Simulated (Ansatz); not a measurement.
A geometry of TiAl3 away from equilibrium: the start of the relaxation of a relaxed TiAl3 cell shaken by Gaussian noise of σ = 0.08 Å a coordinate. These are PBE (plane waves to 420 eV, PAW, scalar-relativistic; Ansatz, a quantum-chemistry and plane-wave program) values and carry that method's errors. Γ-centred k-mesh 5×5×11 on the run's cell (coarser than for final values), Fermi–Dirac smearing 0.05 eV.

```xyz
8
Lattice="7.5384 0.0000 0.0000 -3.7692 6.5284 0.0000 0.0000 0.0000 2.8922" Properties=species:S:1:pos:R:3 pbc="T T T"
Al     2.4260    -0.0010     0.0262
Al     1.0998     1.9532     1.4726
Al    -1.1752     2.1277     0.0194
Al     5.0345     0.0146     1.4670
Al     2.7022     4.3295     0.0282
Al    -2.4682     4.4396     1.3588
Ti     0.0298     4.2617     0.6953
Ti     3.7603     2.0987     2.1765
```

Task: Which atoms carry the largest force, and which way does it point?

Result: 1.23 eV/Å, on Ti7 (atoms numbered as listed); on Ti7 its components are (1.03, 0.65, -0.18).

Task: What is the pressure?

Result: +1.3 GPa, compression positive.

Task: How far above the relaxed end point is this geometry?

Result: 0.32 eV/atom; the path ends in P2₁/m (No. 11).

No spin polarisation in the result.

The end of the path is a generated cell of TiAl3: the first start was made by placing the elements on the sites of a structure type, and the end was not matched to a known phase here, so it may be hypothetical. Known forms of TiAl3 include space group No. 139.
